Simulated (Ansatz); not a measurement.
TiO2 (rutile)

```
CELL_PARAMETERS angstrom
      4.59734     0.00000     0.00000
      0.00000     4.59734     0.00000
      0.00000     0.00000     2.95429
ATOMIC_POSITIONS crystal
  Ti 0.00000 0.00000 0.00000
  Ti 0.50000 0.50000 0.50000
  O  0.30461 0.30461 0.00000
  O  0.80461 0.19539 0.50000
  O  0.19539 0.80461 0.50000
  O  0.69539 0.69539 0.00000
```

The slice is a (-1 1 0) plane (indices of the conventional cell) through the point (0.000, 0.000, 0.000) (fractional), spanned by u = [001] and v = [110] in vectors of this cell: u (2.95 Å) and v (6.50 Å, at 90° to u). It covers one period; positions are fractions (u, v).

Computed with r2SCAN (plane waves to 500 eV, PAW, scalar-relativistic; Ansatz, a first-principles code). k mesh 7×7×11. Near the nuclei the fields are pseudised (PAW); where an atom keeps semicore shells as valence, they peak there. The PAW data are Ansatz's earlier set. TiO2 is run without spin polarisation. TiO2 was relaxed with its symmetry unable to fall.

### Question
Around which element is the density of the lowest conduction band (whole band as if filled, smooth part) largest on this plane?

### Answer
Ti. Mean over a disc round each atom, of radius 0.45 times the shortest bond: Ti 0.067, O 0.008 e/Å³.

### Question
Around which element is the density of the highest valence band (whole band, smooth part) largest on this plane?

### Answer
O. Mean over a disc round each atom, of radius 0.45 times the shortest bond: O 0.030, Ti 0.002 e/Å³.

### Question
What is the ELF at the midpoint of the shortest Ti–O line in this plane (1.95 Å)?

### Answer
0.2.

### Question
Predict the map of the valence electron density on the slice.

### Answer
```
|9986322223689|
|8864211112468|
|6642111111246|
|4432100001234|
|4432100001234|
|6653200002356|
|8764310013467|
|9875321123578|
|9875421124578|
|8865433334568|
|6654456654456|
|4444678876444|
|3334799997433|
|2235799997532|
|3334799997433|
|4444678876444|
|6654456654456|
|8865433334568|
|9875421124578|
|9875321123578|
|8764310013467|
|6653200002356|
|4432100001234|
|4432100001234|
|6642111111246|
|8864211112468|
|9986322223689|
|9986322223689|
```
Scale: ten equal steps from -1.17 (start of '0') to 1.08 (end of '9'), in the order '0123456789'. Values: log₁₀ of the valence density in e/Å³. The map has 13 points along u (one character each, u = 0 at the left) and 28 along v (v = 0 in the bottom row). The scale is logarithmic, as a density can span decades between atoms and voids.
